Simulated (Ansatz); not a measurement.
According to plane-wave PAW r²SCAN (Ansatz code), Nb in the hexagonal phase (P6/mmm; Nb on 1a, Nb on 2d) relaxes to a = 4.885 Å, c = 2.666 Å.

Electronic character: metallic (no gap). Gap from r²SCAN with spin–orbit coupling: none (metallic).

An equation-of-state fit gives a bulk modulus of 168 GPa. The relaxed-ion elastic constants in GPa are C11 = 257, C12 = 139, C13 = 89.2, C33 = 364, C44 = -1.3.

The start of the workflow was typed in or built on a structure type; neither database checked (COD, Materials Project) lists it. It is not the phase usual at ambient conditions (space group No. 229). The r²SCAN relaxation kept the symmetry of its start; its stability against distortions is not shown here. The run is not spin-polarised. As this level gives no gap, shear constants depend on the k-mesh and smearing (Fermi–Dirac, 0.1 eV here). Axis ratios of metals converge slowly with the k-mesh, so a and c are less sure than the volume. On the denser mesh and wider smearing of the elastic run this cell carries a stress of 0.4 GPa. Scalar-relativistic: spin–orbit coupling is off unless named, which matters more the heavier the elements.

Potentials: the earlier of the program's two PAW sets.
